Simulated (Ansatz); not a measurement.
Input:

ZnO (wurtzite)

```
ZnO
1.0
    3.27991     0.00000     0.00000
   -1.63996     2.84049     0.00000
    0.00000     0.00000     5.29408
Zn O
2 2
Direct
  0.66667   0.33333   0.00214
  0.33333   0.66667   0.50214
  0.66667   0.33333   0.62306
  0.33333   0.66667   0.12306
```

E(V) scan at fixed shape, V₀ the volume above. The atoms relax within the cell's symmetry.

Calculation: PBE (plane waves to 420 eV, PAW, scalar-relativistic; Ansatz, a first-principles code). k mesh 12×12×6 (Γ-centred), Fermi-Dirac smearing 0.05 eV. Energies are smeared free energies. Stress and pressure are positive under compression. With the shape held, the modulus is that of even scaling; a crystal free to change shape is softer. The PAW data are Ansatz's earlier set. ZnO was relaxed with its symmetry unable to fall. The zero of ΔE is the relaxed starting cell.

The scan covers V/V₀ from 0.900 to 1.100 in 11 points.

Question: What pressure does the cell carry at V/V₀ = 0.900?

Answer: 17.2 GPa.

Question: What is ΔE at V/V₀ = 0.900?

Answer: 60.2 meV/atom.

Question: What is ΔE at V/V₀ = 1.100?

Answer: 41.8 meV/atom.

(Under strain, the slope of the energy per volume gives the stress and its curvature an elastic modulus.)
